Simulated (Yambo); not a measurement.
Material: TiCdO3 (space group R-3, No. 148); a = 5.823 Å, b = 5.823 Å, c = 5.823 Å, α = 53.70°, β = 53.70°, γ = 53.70° (10 atoms in the cell). The geometry is that of Materials Project entry mp-13641, symmetrised and not relaxed again.

With PBEsol (Quantum ESPRESSO, PseudoDojo norm-conserving, 102 Ry, scalar-relativistic), the gap between the mesh's edge points (F → Γ) is 3.061 eV.

Task: What does a G0W0 run in Yambo give for it (2×2×2 Γ-centred k mesh, bands 11 to 200 and a 7 Ry block in the screening, 200 bands in G with the Bruneval-Gonze terminator, plasmon pole fitted at 27.2 eV)?

Result: The correction is 1.422 eV, giving 4.483 eV, 1.5 times the PBEsol value. The mesh misses a band edge: along a dense path the PBEsol gap is 2.98 eV against 3.06 eV on the mesh. Nearest settings tried, and what they do to the gap: 95 bands in G: +6 meV; 2 Ry block (47 vectors against 271): +378 meV. Not varied: bands in W, mesh. So the settings aren't converged at that level. The k mesh is coarse. Spin-orbit splittings are left out.
